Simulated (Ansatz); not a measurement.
input.yaml (Ansatz)

```yaml
crystal:
  lattice:
    - [0.0, 3.3233596939, 3.3233596939]
    - [3.3233596939, 0.0, 3.3233596939]
    - [3.3233596939, 3.3233596939, 0.0]
  atoms:
    - { symbol: In, position: [0.125, 0.125, 0.125] }
    - { symbol: In, position: [0.875, 0.875, 0.875] }
hamiltonian:
  xc: pbesol
  pseudopotentials:
    kind: paw
    azcp:
      In: "pseudopotentials/In.paw.azcp"
basis:
  ecutwfc: 420
  fft_grid_basis: typed
kpoints:
  mp_grid: { grid: [9, 9, 9], shift: [0, 0, 0] }
magnetization:
  spin_polarized: false
scf:
  occupations: { method: fermi_dirac, width: 0.1 }
  lower_state_search: "off"
output:
  stress: true
```

Output

```
Warning: the record states the generating functional pbe (its physics header spells it `PBE`), which answers neither for hamiltonian.xc's functional nor for the pbesol family's — results may be inconsistent (PPs are generated against a specific XC)
Engine: ansatz 0.2.0, aarch64-unknown-linux-gnu
Pseudopotentials: kind: paw
Pseudopotential: In, paw, valence charge 13, recommended cutoff 420 eV (normal) 
Functional definition: PBEsol
  exchange = pbesol_x
  correlation = pbesol_c
Crystal: 2 atoms, lattice volume = 73.411 Å³
Basis set: ecut = 420 eV, 1459 PW (Γ)
Bands: 17, of which v1, the nominal top of the filled ones, is band 13 counted from 1 (12 counted from 0)
Symmetry: 48 space group operations
Space group: Fd-3m (ITA 227), of the structure as read, at distance tolerance 4.2e-5 Å
k-points: 35 of 729
Non-local potential: In, projectors of the file, l = 0: 2, l = 1: 2, l = 2: 2, l = 3: 2
PAW form: soft (Blöchl's): semilocal exchange-correlation on the pseudo side does not see the compensation charge
PAW frozen core: In, regenerated for the run's functional, and the local potential with it (the file was generated under x = pbe(κ = 0.804, μ = 0.2195149727645171), c = pbe(β = 0.06672455060314922))
PAW one-centre angular grid: In, 590 points (default); XC on 64 Gauss nodes
Initial density: superposition of atomic densities (neutral atoms: chi_scale 0, normalization atom), corrected by the library's trained network
Initial wavefunctions: pseudopotential atomic-orbital guess
Functional: x = pbesol(κ = 0.804, μ = 0.12345679012345678), c = pbesol(β = 0.046)
SCF iter   1: F=—  HF=-11050.033748 eV  |F-HF|=—  |Δ(HF+E_count)|=         —  Δρ=2.58e-3  dr2=5.20e-3  ethr=1.77e-3  ⟨swp⟩=5.8  Hψ=3025  notcnv=0
SCF iter   2: F=—  HF=-11050.030737 eV  |F-HF|=—  |Δ(HF+E_count)|=   3.01e-3  Δρ=1.35e-3  dr2=1.04e-3  ethr=2.00e-5  ⟨swp⟩=2.0  Hψ=1326  notcnv=0
SCF iter   3: F=—  HF=-11050.030455 eV  |F-HF|=—  |Δ(HF+E_count)|=   2.83e-4  Δρ=5.51e-4  dr2=2.65e-4  ethr=4.01e-6  ⟨swp⟩=2.0  Hψ=1039  notcnv=0
SCF iter   4: F=—  HF=-11050.030390 eV  |F-HF|=—  |Δ(HF+E_count)|=   6.40e-5  Δρ=1.01e-4  dr2=1.81e-5  ethr=1.02e-6  ⟨swp⟩=2.0  Hψ=1015  notcnv=0
SCF iter   5: F=—  HF=-11050.030391 eV  |F-HF|=—  |Δ(HF+E_count)|=   7.82e-7  Δρ=3.84e-5  dr2=1.14e-6  ethr=6.95e-8  ⟨swp⟩=2.1  Hψ=720  notcnv=0
SCF iter   6: F=-11050.030391 eV  HF=-11050.030391 eV  |F-HF|=6.82e-9  |Δ(HF+E_count)|=   3.32e-7  Δρ=4.58e-6  dr2=2.18e-8  ethr=3.85e-10  ⟨swp⟩=3.3  Hψ=2333  notcnv=0
SCF 1 converged in 6 iterations: F = -11050.030391 eV  dr2 = 2.18e-8
SCF converged after 6 iterations
Free energy (F): -11050.030391 eV
Harris-Foulkes:  -11050.030391 eV  (|F-HF|=6.82e-9)
Internal energy: -11049.975216 eV  (E = F + TS)
E sigma→0 (E₀):  -11050.002803 eV
Entropy (-TS):   -0.055175 eV (-27.588 meV/atom)
Fermi energy:    5.668365 eV
--- Per-component energies (eV) ---
  E_band       = -158.972517
  E_kinetic    = 482.973916
  E_local      = -2831.914210  (includes V_loc(G=0)·N_el)
  E_nonlocal   = 734.260013
  E_hartree    = 1126.513795
  E_xc         = -426.717684
  E_vxc        = -199.099520  (∫ρ·V_xc dr)
  E_paw        = -8163.313405  (= ΣΔE_a)
  E_vpaw       = -598.221801  (= ΣTr[D̂ρ^β])
  E_aug_tail   = 0.000051  (compensation charges beyond the density's cutoff)
  E_ewald      = -1972.249498
  E_core_change = 0.471805  (= ΣΔE_core)
  E_smearing   = -0.055175  (= −TS)
  E_closure    = -0.000000  (closes the sum)
  Σ components = -11050.030391   (vs F -11050.030391, Δ=0.00e0)
--- Stress (GPa, compression-positive) ---
       -0.928038      -0.000000       0.000000
        0.000000      -0.928038       0.000000
        0.000000       0.000000      -0.928038
  P = ⅓ Tr σ = -0.9280 GPa (-9.280 kbar)
```
